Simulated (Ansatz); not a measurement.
Relaxed PbTe (rock salt):

```xyz
2
Lattice="0.0000 3.2845 3.2845 3.2845 0.0000 3.2845 3.2845 3.2845 0.0000" Properties=species:S:1:pos:R:3 pbc="T T T"
Te     0.0000     0.0000     0.0000
Pb     3.2845     3.2845     3.2845
```

Scan: atom 2 (Pb, nearest neighbour Te at 3.285 Å; its periodic images, 4.6 Å or more away, move with it) is displaced along Cartesian x, direction (1.000, 0.000, 0.000) in Cartesian axes, by s. The other atoms stay.

Method: PBE (plane waves to 420 eV, PAW, scalar-relativistic; Ansatz, a first-principles code). k mesh 7×7×7 (Γ-centred), Fermi-Dirac smearing 0.05 eV. Energies are smeared free energies. PbTe was relaxed with its symmetry unable to fall. Spin-orbit coupling is left out, though Pb and Te are heavy. ΔE is measured from the undisplaced structure.

Predict the ΔE (meV/cell) at s (Å) = -0.990, -0.792, -0.594, -0.396, -0.198, 0.396, 0.792, 0.990.


```
s (Å)   ΔE (meV/cell)
------  -------------
-0.990           2564
-0.792           1070
-0.594            368
-0.396             85
-0.198              7
0.396              85
0.792            1070
0.990            2564
```

(For displaced atoms, the force is minus the slope of the energy, and its curvature is a force constant, which sets phonon frequencies.)
